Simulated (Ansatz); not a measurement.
Os:
```
Os
1.0
    2.72856     0.00000     0.00000
   -1.36428     2.36300     0.00000
    0.00000     0.00000     4.30955
Os
2
Cartesian
  0.00000   1.57533   1.07739
  1.36428   0.78767   3.23216
```

Relaxed with PBEsol. Special points in fractions of this cell's reciprocal vectors: Γ (0.000, 0.000, 0.000); M (0.500, 0.000, 0.000); K (0.333, 0.333, 0.000); A (0.000, 0.000, 0.500); L (0.500, 0.000, 0.500); H (0.333, 0.333, 0.500).

**Question.** List the band energies nearest the Fermi level at these points for the program Ansatz at the PBEsol level (PAW).

**Answer.** In eV from the Fermi level; about four levels below and three above (degenerate sets whole), none deeper than 8.9 eV; … stands for higher levels left out; points with the same levels are listed once.

| k | below | above |
|---|---|---|
| Γ | -2.30 -2.30 -1.63 -1.63 -0.05 | … |
| M | -3.65 -3.00 -2.65 -1.95 | 2.03 2.60 2.74 |
| K | -4.73 -3.53 -3.53 -1.41 | 1.46 1.46 2.06 |
| A | -3.35 -3.35 -3.35 -3.35 | … |
| L | -1.28 -1.28 -0.24 -0.24 | 2.37 2.37 … |
| H | -3.53 -3.53 -1.44 -1.44 | 1.60 1.60 … |

Space group P6_3/mmc (hcp (Mg type)). The cell was relaxed with PBEsol under the symmetry of its start; of distortions, only those at the zone centre were tested. No spin polarisation was allowed. Spin–orbit coupling is left out wherever it is not named.

Potentials: the earlier of the program's two PAW sets.
